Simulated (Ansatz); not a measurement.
Zn (hcp, Mg type)

```xyz
4
Lattice="5.2444 0.0000 0.0000 -1.3111 2.2709 0.0000 0.0000 0.0000 5.1932" Properties=species:S:1:pos:R:3 pbc="T T T"
Zn     0.0000     1.5139     3.8949
Zn     2.6222     1.5139     3.8949
Zn     1.3111     0.7570     1.2983
Zn     3.9333     0.7570     1.2983
```

The atoms are displaced by Q × the pattern below (from a DFPT mode at M = (0.5, 0.0, 0.0), largest move 1; Q in Å), at fixed cell. (q is in reciprocal vectors of the primitive cell; the cell shown is doubled to hold the pattern.)

| atom | x | y | z |
|---|---|---|---|
| Zn1 | 0.866 | 0.500 | 0.000 |
| Zn2 | -0.866 | -0.500 | 0.000 |
| Zn3 | 0.866 | 0.500 | 0.000 |
| Zn4 | -0.866 | -0.500 | 0.000 |

The numbers are results of PBE (plane waves to 420 eV, PAW, scalar-relativistic; Ansatz, a first-principles code), not measurements. k mesh 10×20×9 (Γ-centred), Fermi-Dirac smearing 0.05 eV. Energies are smeared free energies. With partly filled bands, energies and forces of such displacements shift with the k mesh and the smearing. The PAW data are Ansatz's earlier set. Zn was relaxed with its symmetry unable to fall. ΔE is measured from the undisplaced structure. The last digit holds for this mesh only.

```tsv
Q (Å)	ΔE (meV/cell)
-0.2800	2317.8
-0.2333	1506.2
-0.1867	910.7
-0.1400	withheld
-0.0933	210.7
-0.0467	51.8
0.0000	0.0
0.0467	51.8
0.0933	210.7
0.1400	withheld
0.1867	910.7
0.2333	1506.2
0.2800	2317.8
```

Question: Fit an even polynomial form (powers 2, 4, 6) to the given rows and predict ΔE at Q = 0.1400.

Answer: Least squares on the 11 given rows: ΔE = (23490)·Q² + (75020)·Q⁴ + (31570)·Q⁶, in meV/cell with Q in Å; root-mean-square residual 0.37 meV/cell. At 0.1400 the fit gives 489.5 meV/cell; the calculation gives 489.6 meV/cell, so the interpolation is off by -0.1 (-0.0 %). The quadratic term alone would give 460.4 meV/cell.

(A displaced cell: forces are minus the slopes of the energy, force constants its curvatures, and phonons follow from these.)
